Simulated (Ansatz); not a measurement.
Generalised stacking fault of LiF (rock salt) on the {100} plane. The cell below holds the perfect crystal with the plane normal along z; tilting its third vector by the shift puts one fault into each cell, between planes 2.00 Å apart, at fixed cell height.

```yaml
crystal:
  lattice:
    - [2.82150, 0.00000, 0.00000]
    - [0.00000, 2.82150, 0.00000]
    - [1.41075, 1.41075, 5.98530]
  atoms:
    - { symbol: F, position: [0.00000, 0.00000, 0.83333] }
    - { symbol: F, position: [0.33333, 0.33333, 0.16667] }
    - { symbol: F, position: [0.66667, 0.66667, 0.50000] }
    - { symbol: Li, position: [0.50000, 0.50000, 0.83333] }
    - { symbol: Li, position: [0.83333, 0.83333, 0.16667] }
    - { symbol: Li, position: [0.16667, 0.16667, 0.50000] }
```

In-plane vectors a = (2.821, 0.000) Å, b = (0.000, 2.821) Å, area 7.96 Å². The shift is s times the vector a (length 2.821 Å), so s = 1 restores the start. The shift is rigid: no atom relaxes. γ = [E(shift) − E(0)] / area.

Calculation: r2SCAN (plane waves to 500 eV, PAW, scalar-relativistic; Ansatz, an electronic-structure program). k mesh 10×10×10 (Γ-centred), Fermi-Dirac smearing 0.05 eV. Energies are extrapolated to zero smearing. Faults lie only 6.0 Å apart, and holding the cell height and the atoms raises γ above its relaxed value. LiF was relaxed with its symmetry unable to fall. γ is measured from zero shift.

```csv
s,γ (mJ/m²)
0.000,0
0.083,89
0.167,339
0.250,withheld
0.333,1075
0.417,1365
0.500,1473
0.583,1365
0.667,1075
0.750,withheld
0.833,339
0.917,89
```

Q: Fit a Fourier form (three harmonics of 1 − cos and sin) to the given rows and predict γ at s = 0.750.

A: Least squares on the 10 given rows: γ = (736.5)·[1 − cos(2πs)] + (-19.8)·[1 − cos(4πs)], in mJ/m²; root-mean-square residual 0.3 mJ/m². At 0.750 the fit gives 697 mJ/m²; the calculation gives 697 mJ/m², the same to the digits shown. 

(The slope of γ gives the shear force per area between the displaced halves; near zero shift its curvature is an elastic stiffness.)
